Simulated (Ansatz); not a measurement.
Given:

VBiO$_{4}$:
```cif
data_BiO4V
_chemical_formula_sum 'V1 Bi1 O4'
_space_group_name_H-M_alt 'P 1'
_space_group_IT_number 1
_cell_length_a 4.74025
_cell_length_b 4.74025
_cell_length_c 5.26246
_cell_angle_alpha 62.993
_cell_angle_beta 117.007
_cell_angle_gamma 109.293
loop_
_space_group_symop_operation_xyz
  'x, y, z'
loop_
_atom_site_label
_atom_site_type_symbol
_atom_site_fract_x
_atom_site_fract_y
_atom_site_fract_z
_atom_site_occupancy
V1 V 0.36147 0.36147 0.00000 1
Bi1 Bi 0.92884 0.92884 0.50000 1
O1 O 0.06970 0.31223 0.66454 1
O2 O 0.73193 0.34591 0.04327 1
O3 O 0.34591 0.73193 0.95673 1
O4 O 0.31223 0.06970 0.33546 1
```

This is the r²SCAN-relaxed structure.

Q: All from DFT-r²SCAN in the program Ansatz with PAW potentials, unless another level is named. Predict the band gap.

A: 3.26 eV (direct).

Q: Next, the weight of the valence-edge state by species (Voronoi cells)?

A: O 95 %, Bi 2 %, V 2 %.

Q: What about the weight of the conduction-edge state by species (Voronoi cells)?

A: V 64 %, O 21 %, Bi 15 %.

Space group C2. The workflow started from a Materials Project entry (that database holds measured and hypothetical structures alike); the Crystallography Open Database copy checked does not list it. It is not the phase usual at ambient conditions (space group No. 88). The cell was relaxed with r²SCAN under the symmetry of its start; of distortions, only those at the zone centre were tested. The run is not spin-polarised. No Hubbard U is applied. Spin–orbit coupling is left out wherever it is not named.

Potentials: the later of the program's two PAW sets.
